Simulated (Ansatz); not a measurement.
# Computed properties of AlCuP$_{2}$Se$_{6}$

AlCuP2Se6:
```
AlCuP2Se6
1.0
    3.11258     1.79705     6.65891
   -3.11258     1.79705     6.65891
    0.00000    -3.59410     6.65891
Al Cu P Se
1 1 2 6
Direct
  0.83280   0.83280   0.83280
  0.16751   0.16751   0.16751
  0.44500   0.44500   0.44500
  0.55544   0.55544   0.55544
  0.42985   0.75433   0.06940
  0.06940   0.42985   0.75433
  0.75433   0.06940   0.42985
  0.59577   0.23157   0.91835
  0.91835   0.59577   0.23157
  0.23157   0.91835   0.59577
```

Space group R3 (No. 146); conventional cell a = 6.225 Å, b = 6.225 Å, c = 19.977 Å, α = 90.00°, β = 90.00°, γ = 120.00°.

Method: DFT-r²SCAN+D4 in the program Ansatz with PAW potentials. Geometry: relaxed at this level of theory. Other levels are named where they apply.

### Cell and energy

```json
{
 "volume_per_atom": "22.35 Å³",
 "density": "4.65 g/cm³",
 "Formation energy from the elements (no fitted shifts)": "-0.36 eV/atom"
}
```

### Electronic structure

```json
{
  "band_gap": "1.24 eV (smallest direct gap 1.26 eV)",
  "valence_band_maximum": "on the Γ–S0 line, 33 % of the way from Γ (k = -0.120, -0.005, 0.115 in fractions of the reciprocal vectors)",
  "conduction_band_minimum": "at Γ",
  "electron_effective_mass": "0.17, 0.17, 0.83 mₑ (principal values)",
  "hole_effective_mass": "0.51, 2.6, 8.3 mₑ (principal values)"
}
```

### Charges

```json
{
  "bader_charges": "Al +2.20, Cu +0.49, P +0.39, Se -0.58 e"
}
```

The workflow started from a Materials Project entry (that database holds measured and hypothetical structures alike); the Crystallography Open Database copy checked does not list it. With Al and Cu taken as one species the cell has the higher symmetry R-3, so it may be an ordered model of a mixed-site phase. Its standing as an ambient phase is unchecked. Symmetry was held in the r²SCAN+D4 relaxation; whether a distortion lowers the energy is not shown. No spin polarisation was allowed. The references are the lowest solids computed at this level, not always the standard phases. Spin–orbit coupling is left out wherever it is not named.

Potentials: the later of the program's two PAW sets.
